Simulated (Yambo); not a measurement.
Absorption of Na$_{2}$CO$_{3}$ (space group P6_3/mmc, No. 194) with and without the electron-hole interaction (Yambo, LDA bands; 3×3×4 mesh, 16 valence and 13 conduction bands, static screening with 93 bands and a 3 Ry block, scissor 3.14 eV, Tamm-Dancoff; field along x). Axes are Cartesian, with cell vectors (Å) (5.21, 0.00, 0.00), (-2.61, 4.51, 0.00), (0.00, 0.00, 6.07).

```
E (eV)  Im ε, BSE  Im ε, independent quasiparticles
------  ---------  --------------------------------
3.40         0.03                              0.01
3.50         0.03                              0.01
3.60         0.03                              0.01
3.70         0.04                              0.01
3.80         0.04                              0.01
3.90         0.04                              0.01
4.00         0.04                              0.01
4.10         0.04                              0.02
4.20         0.05                              0.02
4.30         0.05                              0.02
4.40         0.05                              0.02
4.50         0.06                              0.02
4.60         0.06                              0.02
4.70         0.07                              0.02
4.80         0.07                              0.02
4.90         0.08                              0.02
5.00         0.09                              0.02
5.10         0.10                              0.02
5.20         0.11                              0.02
5.30         0.12                              0.02
5.40         0.14                              0.02
5.50         0.15                              0.03
5.60         0.18                              0.03
5.70         0.21                              0.03
5.80         0.25                              0.03
5.90         0.30                              0.03
6.00         0.38                              0.03
6.10         0.51                              0.03
6.20         0.71                              0.04
6.30         1.10                              0.04
6.40         1.81                              0.04
6.50         2.59                              0.04
6.60         3.33                              0.04
6.70         4.69                              0.05
6.80         4.20                              0.05
6.90         2.94                              0.06
7.00         2.47                              0.06
7.10         2.86                              0.07
7.20         4.20                              0.07
7.30         4.69                              0.08
7.40         4.04                              0.09
7.50         3.47                              0.11
7.60         3.32                              0.13
7.70         4.09                              0.17
7.80         3.72                              0.22
7.90         2.43                              0.27
8.00         1.72                              0.38
8.10         1.31                              0.54
8.20         1.18                              0.57
8.30         1.23                              0.61
8.40         1.34                              0.67
8.50         1.56                              0.55
8.60         1.74                              0.51
8.70         1.63                              0.56
8.80         1.58                              0.55
8.90         1.67                              0.57
9.00         1.58                              0.70
9.10         1.32                              1.02
9.20         1.13                              1.61
9.30         1.09                              1.99
9.40         1.16                              2.03
9.50         1.24                              2.44
9.60         1.39                              2.59
9.70         1.59                              2.62
9.80         1.54                              3.30
9.90         1.43                              4.47
10.00        1.62                              4.79
10.10        1.51                              5.00
10.20        1.13                              5.51
10.30        0.92                              5.30
```

The scissor comes from a G0W0 run whose convergence isn't established. Broadening 0.15 eV. The band window holds all transitions up to 13.9 eV. Fine structure above the onset can come from the mesh.

Geometry of the Materials Project entry, not relaxed at this level; primitive cell a = b = 5.2106 Å, c = 6.0727 Å, α = β = 90.00°, γ = 120.00°.

The structure is a Materials Project entry; no match was found in the copy of COD used, and its stability was not checked.
